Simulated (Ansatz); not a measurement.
Li$_{2}$O (anti-fluorite)

```xyz
3
Lattice="0.0000 2.2864 2.2864 2.2864 0.0000 2.2864 2.2864 2.2864 0.0000" Properties=species:S:1:pos:R:3 pbc="T T T"
O      0.0000     0.0000     0.0000
Li     1.1432     1.1432     1.1432
Li     3.4296     3.4296     3.4296
```

This relaxed cell (volume V₀) is scaled evenly in all directions, its shape held. Symmetry pins the atoms to their sites.

Computed with r2SCAN (plane waves to 500 eV, PAW, scalar-relativistic; Ansatz, an electronic-structure program). k mesh 12×12×12 (Γ-centred), Fermi-Dirac smearing 0.05 eV. Compression counts positive. Li2O was relaxed with its symmetry unable to fall.

At one point of the scan the stress tensor (GPa) is:

```
   -9.7      0.0      0.0
    0.0     -9.7      0.0
    0.0      0.0     -9.7
```

Which point is it?
(A) V/V₀ = 1.080
(B) V/V₀ = 1.120
(C) V/V₀ = 1.160
(D) V/V₀ = 1.040

C, V/V₀ = 1.160

(A scan under strain: stresses follow from slopes of the energy per volume, elastic moduli from its curvatures.)
